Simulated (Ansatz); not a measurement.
ZnSnP₂ in space group P-4m2 (No. 115; Zn on 1a, Sn on 1c, P on 2g), the program Ansatz at the r²SCAN level (PAW). The conduction-band minimum lies at R, with 2 equivalent valleys. Second derivatives d²E/dk² of the lowest band at one valley (eV·Å²), along Cartesian directions:

```json
[
 {"direction": "[100]", "d²E/dk²": "62.31"},
 {"direction": "[010]", "d²E/dk²": "28.66"},
 {"direction": "[001]", "d²E/dk²": "39.46"},
 {"direction": "[110]", "d²E/dk²": "45.49"},
 {"direction": "[101]", "d²E/dk²": "50.90"},
 {"direction": "[011]", "d²E/dk²": "33.98"}
]
```

**Question.** Find the principal effective masses, the density-of-states mass and the conductivity mass.

**Answer.** Off-diagonal terms follow from H_xy = H[110] − (H_xx + H_yy)/2, and m*/mₑ = 7.620 eV·Å² over each eigenvalue: 0.12, 0.19, 0.27. One valley's DOS mass (m₁m₂m₃)^(1/3) = 0.18, conductivity mass 3/(Σ 1/mᵢ) = 0.18 mₑ.

**Question.** What effective density of states Nc follows at 300 K for parabolic valleys?

**Answer.** Nc = 2.509e19 × 2 × (0.18)^(3/2) ≈ 3.8e18 cm⁻³.

The first step of the workflow began from a Materials Project structure, measured or hypothetical; the Crystallography Open Database copy checked does not list it. Whether it is the stable phase at ambient conditions was not checked. Symmetry was held in the r²SCAN relaxation; its stability against distortions is not shown here. Spin–orbit coupling is left out wherever it is not named.

Potentials: the later of the program's two PAW sets.

Edges and masses are those of Kohn–Sham bands, whose gap is no quasiparticle gap.
